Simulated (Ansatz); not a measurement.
Task: Each is relaxed and computed with PBE in the plane-wave PAW code Ansatz. Which is the only metal?
A. BC5, P3m1 (Pearson symbol hP6)
B. SiB12C2, R-3m (B on 18h, B on 18h, C on 6c, Si on 3b)
C. BP, Pm-3n (B on 6d, P on 6c)
D. SnC, zinc blende

Result: A, BC5, P3m1 (Pearson symbol hP6). BC5: metal; SiB12C2: gap 1.61 eV (indirect); SnC: gap 0.62 eV (direct); BP: gap 0.63 eV (indirect). Built on a structure type that need not be the filed one of that space group: BC5, P3m1 (Pearson symbol hP6). Typed or built starts, not in the databases checked: SiB12C2, R-3m (B on 18h, B on 18h, C on 6c, Si on 3b); SnC, zinc blende; BP, Pm-3n (B on 6d, P on 6c). Not the usual ambient phase: BP, Pm-3n (B on 6d, P on 6c). Standing as an ambient phase not checked: BC5, P3m1 (Pearson symbol hP6). All cells were relaxed under the symmetry of their starts (and spin orders); stability against distortions was not tested throughout. Scalar-relativistic: spin–orbit coupling is off unless named, which matters more the heavier the elements.

Potentials: the earlier of the program's two PAW sets.
